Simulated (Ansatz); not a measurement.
**Coordination and ³³S quadrupole coupling in MgMnAlS4**

Cell: a computed structure from the Materials Project (it need not be an observed phase), atoms as given.

```cif
data_MgMnAlS4
_symmetry_space_group_name_H-M 'Imma'
_symmetry_Int_Tables_number 74
_cell_length_a 7.2772
_cell_length_b 7.3128
_cell_length_c 10.1842
_cell_angle_alpha 90.000
_cell_angle_beta 90.000
_cell_angle_gamma 90.000
loop_
_atom_site_label
_atom_site_type_symbol
_atom_site_symmetry_multiplicity
_atom_site_Wyckoff_symbol
_atom_site_fract_x
_atom_site_fract_y
_atom_site_fract_z
Mg Mg 4 e 0.0000 0.2500 0.6246
Mn Mn 4 a 0.0000 0.5000 0.0000
Al Al 4 c 0.2500 0.2500 0.2500
S7 S 8 i 0.2291 0.7500 0.9860
S8 S 8 h 0.0000 0.0256 0.2389
```

One atom of each set is listed; the run and its k-mesh use a cell of 14 atoms with edges of 7.25, 7.25, 7.25 Å.

Computed with Ansatz: DFT, PBE, plane waves and PAW, scalar-relativistic, collinear spin, 420 eV cutoff, Γ-centred 7×7×7 k-points, Fermi–Dirac smearing 0.05 eV. Start moments as typed (μB): 4 on each Mn, none on the rest.

Q(³³S) = -69.40 mb.

Question: Rank these S sites by |C_Q|, smallest first.
A. S7: 1 Al at 2.41 Å, 1 Mg at 2.42 Å, 2 Mn at 2.48 Å
B. S8: 1 Mn at 2.44 Å, 1 Mg at 2.45 Å, 2 Al at 2.45 Å

Answer: A (3.23 MHz, η = 0.93), B (3.96 MHz, η = 0.59).

At S8 V_zz points along its one bond to Mn (within 12°).

The run finds no gap above 0.1 eV (a metal, or nearly one), so the gradients can move by 10 % or more with the k-mesh. Semilocal functionals can leave a metal where correlation in the d or f shell opens a gap in the real compound, and that would change the values at and beside Mn. All moments are parallel here, as the start or the cell imposes; many such compounds order antiparallel, where fields and spin densities carried over to other atoms largely cancel. The magnetic order is the one that the run reached from its start moments, not necessarily the measured one.
